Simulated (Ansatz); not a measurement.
Na3SF: phonons across the zone

Computed with DFT PBE, scalar-relativistic, plane waves, PAW in Ansatz 0.2.0. Cutoff 420 eV, 6×6×6 k-points (Γ-centred), fixed occupations. No spin polarisation. Phonons by linear response, acoustic sum rule imposed.

Equilibrium structure at this level:
```xyz
5
Lattice="4.4528 0.0000 0.0000 0.0000 4.4528 0.0000 0.0000 0.0000 4.4528" Properties=species:S:1:pos:R:3 pbc="T T T"
Na    2.2264    0.0000    0.0000
Na    0.0000    2.2264    0.0000
Na    0.0000    0.0000    2.2264
S     2.2264    2.2264    2.2264
F     0.0000    0.0000    0.0000
```

The cell was found from a structure generator's guess, not taken from experiment. The q mesh is coarse, so values between its points are rough. The run warned that its linear response isn't converged on this k mesh, so dielectric tensors, Born charges and infrared intensities are rough, and the frequencies may be too.

Force constants from linear response on a 2×2×2 q mesh.

Path: Γ–X–M–Γ–R–X | R–M. Only the points of the 2×2×2 mesh were computed; the rest is interpolation, which is rough on so few points. At q = (0.000, -0.500, -0.500) a computed mode is imaginary, 75i cm⁻¹, so the cell is unstable at this level. Distance along the path (Å⁻¹), then the branches (cm⁻¹, negative for imaginary; the LO field is included):
```
0.000  0 0 0 74 74 74 95 95 190 201 201 232 348 348 379
0.176  27 27 54 76 76 76 95 95 195 199 199 234 348 348 374
0.353  47 47 81 84 84 94 94 103 194 194 201 245 348 348 361
0.529  58 58 85 89 89 98 98 143 187 187 193 272 339 348 348
0.706  61 61 87 88 88 103 103 171 176 184 184 294 321 348 348
0.882  50 67 71 88 99 102 118 163 176 182 201 289 316 347 348
1.058  -45 80 84 88 100 102 135 155 175 188 221 282 304 345 347
1.235  -69 86 88 93 94 99 150 155 167 200 238 282 292 335 347
1.411  -75 85 88 88 99 99 156 156 163 206 244 287 287 327 347
1.661  -63 87 90 93 93 96 140 158 171 195 236 271 301 342 347
1.910  4 68 87 90 91 91 108 140 185 186 222 249 324 348 362
2.159  38 44 66 68 78 90 94 97 189 197 208 235 342 348 375
2.409  0 0 0 74 74 74 95 95 190 201 201 232 348 348 379
2.562  27 27 43 70 78 78 96 96 188 202 202 233 346 346 378
2.867  40 50 50 101 101 111 113 113 180 209 209 243 334 334 371
3.173  -52 -30 -30 119 119 126 155 155 184 219 219 260 311 311 360
3.478  -73 -70 -70 125 125 125 181 181 184 238 238 280 289 289 351
3.756  -74 -72 -71 125 125 125 182 182 184 238 242 283 284 288 350
4.005  -64 -47 -37 120 122 122 167 168 185 212 230 281 288 311 356
4.254  -34 52 54 105 108 111 146 153 182 190 215 282 302 333 356
4.504  61 66 69 86 95 102 115 167 173 184 194 291 318 346 350
4.629  -75 -75 -75 125 125 125 183 183 183 244 244 283 283 283 350
4.805  -75 -67 -67 124 124 124 180 180 184 229 244 284 284 291 351
4.981  -75 -36 -36 115 121 121 171 171 190 201 244 285 285 305 353
5.158  -75 59 59 96 113 113 161 161 174 201 244 286 286 319 351
5.334  -75 85 88 88 99 99 156 156 163 206 244 287 287 327 347
```
